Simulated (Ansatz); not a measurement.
Relaxed candidate structures of TiAl:

**A**
```xyz
2
Lattice="2.8243 0.0000 0.0000 0.0000 2.8243 0.0000 0.0000 0.0000 4.0708" Properties=species:S:1:pos:R:3 pbc="T T T"
Al     1.4121     1.4121     0.0000
Ti     0.0000     0.0000     2.0354
```

**B**
```
CELL_PARAMETERS angstrom
      2.18976     1.26426     6.67013
     -2.18976     1.26426     6.67013
      0.00000    -2.52851     6.67013
ATOMIC_POSITIONS crystal
  Al 0.97242 0.97242 0.97242
  Al 0.24717 0.24717 0.24717
  Al 0.69555 0.69555 0.69555
  Ti 0.10805 0.10805 0.10805
  Ti 0.39512 0.39512 0.39512
  Ti 0.83169 0.83169 0.83169
```

**C**
```cif
data_Al4Ti4
_chemical_formula_sum 'Ti4 Al4'
_space_group_name_H-M_alt 'P 1'
_space_group_IT_number 1
_cell_length_a 6.78824
_cell_length_b 3.84545
_cell_length_c 5.29230
_cell_angle_alpha 90.000
_cell_angle_beta 90.000
_cell_angle_gamma 90.000
loop_
_space_group_symop_operation_xyz
  'x, y, z'
loop_
_atom_site_label
_atom_site_type_symbol
_atom_site_fract_x
_atom_site_fract_y
_atom_site_fract_z
_atom_site_occupancy
Ti1 Ti 0.32320 0.75000 0.62929 1
Ti2 Ti 0.82320 0.75000 0.87071 1
Ti3 Ti 0.67680 0.25000 0.37071 1
Ti4 Ti 0.17680 0.25000 0.12929 1
Al1 Al 0.45762 0.75000 0.14879 1
Al2 Al 0.95762 0.75000 0.35121 1
Al3 Al 0.54238 0.25000 0.85121 1
Al4 Al 0.04238 0.25000 0.64879 1
```

**D**
```
CELL_PARAMETERS angstrom
      4.92446     0.00000     0.00000
      0.00000     4.92446     0.00000
      0.00000     0.00000     4.69099
ATOMIC_POSITIONS crystal
  Al 0.00000 0.50000 0.00000
  Al 0.50000 0.00000 0.50000
  Ti 0.00000 0.00000 0.25000
  Ti 0.00000 0.00000 0.75000
```

Question: Rank these by energy per atom (lowest first), as PBE (plane waves to 420 eV, PAW, scalar-relativistic; Ansatz, a quantum-chemistry and plane-wave program) gives it.

Answer: A (reference, the lowest among the structures calculated here), C (+0.20 eV/atom), B (+0.49 eV/atom), D (+1.41 eV/atom)

Each run could gain symmetry but not lose that of its start, so entries can be saddle points. From databases, or of a type measured for this composition: P4/mmm, tP2, AFLOW prototype AB_tP2_123_a_d (L1_0, as in CuAu); the others are generated cells (placed on structure types, drawn at random, substituted or restacked) that were not matched to a known phase here. Static energies at zero pressure. Each cell has its own k-point mesh; energy differences are given only to the digits this allows. No spin polarisation in the result. A magnetic state may lie lower.
